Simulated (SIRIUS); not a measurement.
Worked example: self-consistent single point of TaAs (I4_1md, 8 atoms in the cell; from Materials Project mp-1936, changed as shown) in SIRIUS.

Level of theory: PBE, SSSP 1.1.2 precision PBE pseudopotentials (plane waves; SIRIUS).

The change in words: lattice scaled by 0.98. Reference geometry (I4_1md):
```xyz
8
Lattice="3.4436 0.0000 0.0000 0.0000 3.4436 0.0000 0.0000 0.0000 11.7359" Properties=species:S:1:pos:R:3 pbc="T T T"
Ta     1.7218     0.0000     2.9336
Ta     1.7218     1.7218    11.7355
Ta     0.0000     1.7218     8.8016
Ta     0.0000     0.0000     5.8676
As     1.7218     0.0000     9.7716
As     0.0000     0.0000     0.9697
As     0.0000     1.7218     3.9037
As     1.7218     1.7218     6.8377
```

Reference input (self-consistent single point, DFT, PBE, plane waves, SSSP 1.1.2 precision PBE pseudopotentials): parameters.ngridk = 6 6 2; parameters.xc_functionals = [XC_GGA_X_PBE, XC_GGA_C_PBE]; parameters.gk_cutoff = 9.487 1/bohr; parameters.pw_cutoff = 30 1/bohr; parameters.smearing = fermi_dirac; parameters.smearing_width = 0.00499791 Ha; potentials = SSSP 1.1.2 precision PBE pseudopotentials; parameters.electronic_structure_method = pseudopotential; parameters.num_bands = 43; parameters.num_mag_dims = 0; parameters.num_dft_iter = 100; parameters.energy_tol = 1e-07 Ha. This run's input differs from it in these lines:

```diff
@@ -32,5 +32,5 @@
     "lattice_vectors": [
-      [6.5075175745, 0.0, 0.0],
-      [0.0, 6.5075175745, 0.0],
-      [0.0, 0.0, 22.1775990315]
+      [6.3773664672, 0.0, 0.0],
+      [0.0, 6.3773664672, 0.0],
+      [0.0, 0.0, 21.734046295]
     ],
```

Output (repeated stretches shortened):

```
[find] density tolerance         : 1e-06
[find] total energy tolerance    : 1e-07
[find] iter_solver_tol (initial) : 0.01
[find] iter_solver_tol (target)  : 1e-13
[find] num_dft_iter              : 100
Charges and magnetic moments
--------------------------------------------------------------------------------
total charge          : 72.000000
[find] | SCF iteration   0 out of 100|
[diagonalize] iterative solver tolerance (occupied, empty): 0.01 0.01
[diagonalize] average number of iterations: 1.9
[find] Charges and magnetic moments
[find] total charge          : 72.000000
[find] Energy
   [... lines left out ...]

[find] Charges and magnetic moments
[find] total charge          : 72.000000
[find] Energy
[find] smearing (-TS)                 :      -0.00435143
[find] Total energy                   :    -320.29925152 (Ha),    -640.59850304 (Ry)
[find] Free energy (E-TS)             :    -320.30360295 (Ha),    -640.60720590 (Ry)
[find] band gap (eV)                  :       0.09066511
[find] Efermi                         :       0.59438699
[find] iteration : 24, RMS (target) : 9.5280e-07 (1.0000e-06) , energy difference (target) : -8.2099e-10 (1.0000e-07)
[find] bands are converged : true
[find] iterative solver converged : false
[find] converged after 25 SCF iterations!
[find] Charges and magnetic moments
[find] total charge          : 72.000000
[find] Energy
[find] smearing (-TS)                 :      -0.00435143
[find] Total energy                   :    -320.29925152 (Ha),    -640.59850304 (Ry)
[find] Free energy (E-TS)             :    -320.30360295 (Ha),    -640.60720590 (Ry)
[find] band gap (eV)                  :       0.09066511
[find] Efermi                         :       0.59438699
[ground_state] === stress tensor components [kbar] ===
[ground_state] === stress_total ===
[ground_state]  -169.892487    0.000000   -0.000000
[ground_state]     0.000000 -169.892487   -0.000000
[ground_state]    -0.000000   -0.000000 -140.933620
[ground_state] ==== total Forces in Ha/bohr =====
   [... lines left out ...]
[ground_state] atom:    3, force:      -0.0000000      0.0000000      0.0008060
[ground_state] atom:    4, force:       0.0000000     -0.0000000     -0.0008059
[ground_state] atom:    5, force:      -0.0000000      0.0000000     -0.0008059
[ground_state] atom:    6, force:       0.0000000     -0.0000000     -0.0008059
[ground_state] atom:    7, force:      -0.0000000     -0.0000000     -0.0008059
```

The run converged in 25 iterations. SIRIUS prints the stress tensor with tension positive. Against the reference run the free energy rises by 58.2 meV/atom, the pressure goes from 2.89 to 16.02 GPa and the largest force goes from 0.011 to 0.041 eV/Å.

Spin-orbit coupling is left out, which matters for bands and gaps with elements this heavy. The structure comes from a collection of computed structures, made at another level of theory; the collection holds predicted forms beside known ones. No clean gap shows at this smearing width and mesh (spacing up to 0.31 Å⁻¹); the mesh is coarse for partly filled bands, so the values carry mesh errors.

Cost on one core: very roughly 4 core-minutes.
